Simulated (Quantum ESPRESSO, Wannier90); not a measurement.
Te (P3₁21), plane waves to Wannier functions

Structure: Materials Project mp-19, symmetrised, not relaxed again. COD (Crystallography Open Database) has the formula in 2 space groups, this one among them (matched by group alone). Level: PBEsol, spinors with spin-orbit coupling; pw.x of Quantum ESPRESSO at 64 Ry with PseudoDojo potentials, 6×6×4 k-points, Wannier90. Density: 12×12×6 mesh, Gaussian smearing 0.01 Ry. The cell is built of weakly bound layers, chains or molecules, whose nearest atoms lie 3.59 Å apart. Database cells relaxed without dispersion often hold them too far apart, which can enlarge gaps and weakens couplings between them; spacing and stacking were not compared with the measured crystal. With spin-orbit coupling a semilocal functional can close or falsely invert a small gap; the band order was not checked against a better method. The gap is small at this level and was sampled on the meshes and a path alone.

```
begin unit_cell_cart
ang
    4.6013500036    0.0000000000    0.0000000000
   -2.3006750018    3.9848859948    0.0000000000
    0.0000000000    0.0000000000    5.9000600000
end unit_cell_cart
mp_grid = 6 6 4
```

Neighbour vectors b of the finite-difference formula (Å⁻¹), by shell:

| shell | b_x | b_y | b_z |
|---|---|---|---|
| 1 | 0.00000 | 0.26279 | 0.00000 |
| 1 | 0.22759 | 0.13140 | 0.00000 |
| 1 | 0.00000 | -0.26279 | 0.00000 |
| 1 | 0.22759 | -0.13140 | 0.00000 |
| 1 | -0.22759 | -0.13140 | 0.00000 |
| 1 | -0.22759 | 0.13140 | 0.00000 |
| 2 | 0.00000 | 0.00000 | 0.26623 |
| 2 | 0.00000 | 0.00000 | -0.26623 |

**Question.** Find the weights w_b from the completeness condition Σ_b w_b b_α b_β = δ_αβ.

**Answer.** Shell 1: Σ b_x² = 0.207, Σ b_y² = 0.207, Σ b_z² = 0.000 Å⁻²
Shell 2: Σ b_x² = 0.000, Σ b_y² = 0.000, Σ b_z² = 0.142 Å⁻²
Each of the three diagonal sums, weighted, has to give 1 and the off-diagonal ones 0, which holds for w_1 = 4.83 Å², w_2 = 7.05 Å². Check on xx: 4.83×0.207 + 7.05×0.000 = 1.00.

On this mesh the 12 functions of bands 37-48 (bands 37-48; start: SCDM (isolated), conv_tol = 1.0e-6) end with spreads 4.6160, 4.6160, 4.6160, 5.1907, 5.1907, 5.1907, 4.6160, 4.6159, 4.6159, 5.1907, 5.1907, 5.1907 Å², Ω_I = 55.1576 Å² and Ω_D = 0.3861 Å².

Ω_total is the sum of the spreads, 58.840 Å². Ω_OD = Ω_total − Ω_I − Ω_D = 3.296 Å². Only (Ω_D + Ω_OD)/Ω_total = 6.3 % depends on the gauge, and another start could lower the total by that share at most. The rms radius is √(Ω_total/12) = 2.21 Å.
